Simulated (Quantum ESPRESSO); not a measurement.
# AlZrSc2Ti2MgRu: input and log of a self-consistent run

A calculation, not a measurement. The program is pw.x of Quantum ESPRESSO 7.5 (plane-wave density functional theory). The cell is made up: eight metal atoms on a face-centred cubic lattice, with elements, volume, strain and displacements drawn at random and not relaxed, so it may be unstable or far from any real phase. PseudoDojo standard norm-conserving files set the functional (PBE unless stated); there is no spin polarisation or spin-orbit coupling, the Fermi-Dirac width of 0.25 eV means electrons at about 2900 K, and the masses in the input are unused placeholders. A spin test at this wide smearing found no moment, but such smearing suppresses magnetism that the real alloy may have.

Input:

```
&control calculation='scf', pseudo_dir='./dojo.nc.sr.pbe.v0_5.standard.upf', outdir='./o', disk_io='minimal', tprnfor=.true., tstress=.true. /
&system ibrav=0, nat=8, ntyp=6, nbnd=61, ecutwfc=84.00895049, nosym=.true., tot_charge=0,
 occupations='smearing', smearing='fd', degauss=0.0183746611
/
&electrons conv_thr=1.470e-08, electron_maxstep=70, mixing_beta=0.5 /
ATOMIC_SPECIES
Al 1.0 Al.upf
Mg 1.0 Mg.upf
Ru 1.0 Ru.upf
Sc 1.0 Sc.upf
Ti 1.0 Ti.upf
Zr 1.0 Zr.upf
CELL_PARAMETERS angstrom
0.0 2.0848 2.0848
-4.1695 0.0 0.0
0.0 -8.339 8.339
ATOMIC_POSITIONS angstrom
Al -0.1809 -0.0854 -0.1173
Zr 0.0283 -2.0443 1.9933
Sc -0.1586 -4.1473 4.24
Sc 0.1919 -6.1216 6.1883
Ti -2.1751 -0.1959 2.1139
Mg -2.2178 -2.1341 4.1227
Ti -2.0699 -4.2653 6.2495
Ru -2.1359 -6.1671 8.3352
K_POINTS automatic
8 6 2 1 1 1
```

The log is shortened where brackets say so; the opening notice, blank lines, dates and the lines on written files are dropped, and the path of the files is cut. It prints rydbergs, bohrs and kilobars, and counts compression as positive stress. Its total energy is the free energy E - TS of the whole cell.

```
     Program PWSCF v.7.5
     Parallel version (MPI & OpenMP), running on       4 processor cores
     Number of MPI processes:                 4
     Threads/MPI process:                     1
     [start-up lines left out]
     bravais-lattice index     =            0
     lattice parameter (alat)  =       5.5716  a.u.
     unit-cell volume          =     978.3381 (a.u.)^3
     number of atoms/cell      =            8
     number of atomic types    =            6
     number of electrons       =        87.00
     number of Kohn-Sham states=           61
     kinetic-energy cutoff     =      84.0090  Ry
     charge density cutoff     =     336.0358  Ry
     scf convergence threshold =      1.5E-08
     mixing beta               =       0.5000
     number of iterations used =            8  plain     mixing
     Exchange-correlation= PBE
                           (   1   4   3   4   0   0   0)
     [axes and pseudopotential details left out]
   Cartesian axes
     site n.     atom                  positions (alat units)
         1        Al     tau(   1) = (  -0.0613563  -0.0289653  -0.0397849  )
         2        Zr     tau(   2) = (   0.0095986  -0.6933703   0.6760725  )
         3        Sc     tau(   3) = (  -0.0537928  -1.4066500   1.4380913  )
         4        Sc     tau(   4) = (   0.0650872  -2.0762782   2.0989010  )
         5        Ti     tau(   5) = (  -0.7377341  -0.0664439   0.7169767  )
         6        Mg     tau(   6) = (  -0.7522167  -0.7238280   1.3983064  )
         7        Ti     tau(   7) = (  -0.7020531  -1.4466724   2.1196584  )
         8        Ru     tau(   8) = (  -0.7244385  -2.0917106   2.8270704  )
     number of k points=    48  Fermi-Dirac smearing, width (Ry)=  0.0184
                       cart. coord. in units 2pi/alat
        k(    1) = (  -0.0589270  -0.0000011   0.0883894), wk =   0.0416667
        k(    2) = (  -0.0589270   0.0883894  -0.0000011), wk =   0.0416667
     [further k points left out]
     Dense  grid:   101635 G-vectors     FFT dimensions: (  36,  45, 135)
     Estimated max dynamical RAM per process >     309.72 MB
     Estimated total dynamical RAM >       1.14 GB
     Initial potential from superposition of free atoms
     starting charge      86.9852, renormalised to      87.0000
     Starting wfcs are   69 randomized atomic wfcs
     total cpu time spent up to now is        4.0 secs
     per-process dynamical memory:   231.9 Mb
     Self-consistent Calculation
     iteration #  1     ecut=    84.01 Ry     beta= 0.50
     Davidson diagonalization with overlap
     ethr =  1.00E-02,  avg # of iterations =  2.6
     total cpu time spent up to now is       12.7 secs
     total energy              =    -852.48203023 Ry
     estimated scf accuracy    <       7.74254458 Ry
     iteration #  2     ecut=    84.01 Ry     beta= 0.50
     Davidson diagonalization with overlap
     ethr =  8.90E-03,  avg # of iterations =  5.5
     total cpu time spent up to now is       24.2 secs
     total energy              =    -848.80261397 Ry
     estimated scf accuracy    <     205.78033666 Ry
     iteration #  3     ecut=    84.01 Ry     beta= 0.50
     Davidson diagonalization with overlap
     ethr =  8.90E-03,  avg # of iterations =  5.9
     total cpu time spent up to now is       35.2 secs
     total energy              =    -856.79633002 Ry
     estimated scf accuracy    <      21.60569990 Ry
     iteration #  4     ecut=    84.01 Ry     beta= 0.50
     Davidson diagonalization with overlap
     ethr =  8.90E-03,  avg # of iterations =  3.0
     total cpu time spent up to now is       42.7 secs
     total energy              =    -856.87631129 Ry
     estimated scf accuracy    <      40.35046919 Ry
     iteration #  5     ecut=    84.01 Ry     beta= 0.50
     Davidson diagonalization with overlap
     ethr =  8.90E-03,  avg # of iterations =  1.0
     total cpu time spent up to now is       48.9 secs
     total energy              =    -857.88326660 Ry
     estimated scf accuracy    <       7.31250324 Ry
     [iterations 6 to 17 left out]
     iteration # 18     ecut=    84.01 Ry     beta= 0.50
     Davidson diagonalization with overlap
     ethr =  4.41E-08,  avg # of iterations =  3.0
     total cpu time spent up to now is      152.6 secs
     total energy              =    -857.80701035 Ry
     estimated scf accuracy    <       0.00000203 Ry
     iteration # 19     ecut=    84.01 Ry     beta= 0.50
     Davidson diagonalization with overlap
     ethr =  2.33E-09,  avg # of iterations =  6.6
     total cpu time spent up to now is      162.0 secs
     total energy              =    -857.80701081 Ry
     estimated scf accuracy    <       0.00000054 Ry
     iteration # 20     ecut=    84.01 Ry     beta= 0.50
     Davidson diagonalization with overlap
     ethr =  6.25E-10,  avg # of iterations =  2.3
     total cpu time spent up to now is      169.5 secs
     total energy              =    -857.80701085 Ry
     estimated scf accuracy    <       0.00000021 Ry
     iteration # 21     ecut=    84.01 Ry     beta= 0.50
     Davidson diagonalization with overlap
     ethr =  2.39E-10,  avg # of iterations =  1.7
     total cpu time spent up to now is      176.7 secs
     total energy              =    -857.80701087 Ry
     estimated scf accuracy    <       0.00000004 Ry
     iteration # 22     ecut=    84.01 Ry     beta= 0.50
     Davidson diagonalization with overlap
     ethr =  5.12E-11,  avg # of iterations =  2.8
     total cpu time spent up to now is      184.2 secs
     End of self-consistent calculation
     [lines on levels left out]
!    total energy              =    -857.80701087 Ry
     estimated scf accuracy    <          3.4E-09 Ry
     smearing contrib. (-TS)   =      -0.13842136 Ry
     internal energy E=F+TS    =    -857.66858951 Ry
     The total energy is F=E-TS. E is the sum of the following terms:
     one-electron contribution =    -368.00042919 Ry
     hartree contribution      =     211.18831500 Ry
     xc contribution           =    -139.94780615 Ry
     ewald contribution        =    -560.90866918 Ry
     convergence has been achieved in  22 iterations
     Forces acting on atoms (cartesian axes, Ry/au):
     atom    1 type  1   force =     0.00949881    0.02544758   -0.02049694
     atom    2 type  6   force =    -0.04922569   -0.01047425   -0.01023722
     atom    3 type  4   force =     0.02032543   -0.00980359   -0.01840373
     atom    4 type  4   force =    -0.04646231   -0.08183897    0.06330840
     atom    5 type  5   force =     0.01749062    0.07606132   -0.06404208
     atom    6 type  2   force =     0.02126237   -0.00091008    0.02024829
     atom    7 type  5   force =     0.01450010    0.00691750    0.02614831
     atom    8 type  3   force =     0.01261068   -0.00539950    0.00347497
     Total force =     0.172353     Total SCF correction =     0.000308
     Computing stress (Cartesian axis) and pressure
          total   stress  (Ry/bohr**3)                   (kbar)     P=       68.09
   0.00042092   0.00005585  -0.00003367           61.92        8.22       -4.95
   0.00005585   0.00051516   0.00010211            8.22       75.78       15.02
  -0.00003367   0.00010211   0.00045244           -4.95       15.02       66.56
     init_run     :      3.72s CPU      3.89s WALL (       1 calls)
     electrons    :    179.50s CPU    180.22s WALL (       1 calls)
     forces       :      1.28s CPU      1.29s WALL (       1 calls)
     stress       :      4.28s CPU      4.31s WALL (       1 calls)
     [timing details left out]
     PWSCF        :   3m 8.91s CPU   3m 9.86s WALL
     JOB DONE.
```

In other units: free energy -11671.059 eV for the cell, pressure 6.81 GPa, largest force component 2.104 eV/Å in size. The run took 192 s of wall time with four MPI processes on a shared machine (Intel Xeon, 2023 or later, virtual cores), so the time is rough. A rerun of this cell at a higher cutoff and on a denser mesh moved values by no more than 0.006 eV in energy, 0.03 GPa in stress and 0.008 eV/Å in force, and a second program with other atomic files agreed on that cell to 2 % rms in force and 0.5 GPa in pressure.